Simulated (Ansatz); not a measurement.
Ru:
```
CELL_PARAMETERS angstrom
      2.70399     0.00000     0.00000
     -1.35199     2.34172     0.00000
      0.00000     0.00000    17.46393
ATOMIC_POSITIONS crystal
  Ru 0.00000 0.00000 0.68798
  Ru 0.33333 0.66667 0.81503
  Ru 0.66667 0.33333 0.93944
  Ru 0.33333 0.66667 0.06056
  Ru 0.66667 0.33333 0.18497
  Ru 0.00000 0.00000 0.31202
  Ru 0.33333 0.66667 0.43677
  Ru 0.66667 0.33333 0.56323
```

Relaxed with PBE. Special points in fractions of this cell's reciprocal vectors: Γ (0.000, 0.000, 0.000); M (0.500, 0.000, 0.000); K (0.333, 0.333, 0.000); A (0.000, 0.000, 0.500); L (0.500, 0.000, 0.500); H (0.333, 0.333, 0.500).

Q: List the band energies nearest the Fermi level at these points for PBE in the plane-wave PAW code Ansatz.

A: In eV from the Fermi level; about four levels below and three above (degenerate sets whole), none deeper than 8.9 eV; points with the same levels are listed once.

| k | below | above |
|---|---|---|
| Γ | -0.24 -0.24 -0.18 -0.18 | 0.15 0.15 0.18 0.18 |
| M | -1.30 -1.26 -0.91 -0.85 | 0.04 0.25 0.81 |
| K | -0.66 -0.66 -0.61 -0.51 -0.51 | 0.37 0.94 0.94 |
| A | -0.20 -0.20 -0.19 -0.19 -0.10 -0.10 | 0.52 0.58 0.58 |
| L | -0.91 -0.16 -0.08 -0.05 | 0.04 1.27 1.41 |
| H | -0.66 -0.66 -0.59 -0.51 -0.51 | 0.28 1.02 1.02 |

Space group P-3m1. The start of the workflow was typed in or built on a structure type; neither database checked (COD, Materials Project) lists it. It is not the phase usual at ambient conditions (space group No. 194). The cell was relaxed with PBE under the symmetry of its start; its stability against distortions is not shown here. The run is not spin-polarised. Scalar-relativistic: spin–orbit coupling is off unless named, which matters more the heavier the elements.

Potentials: the later of the program's two PAW sets.
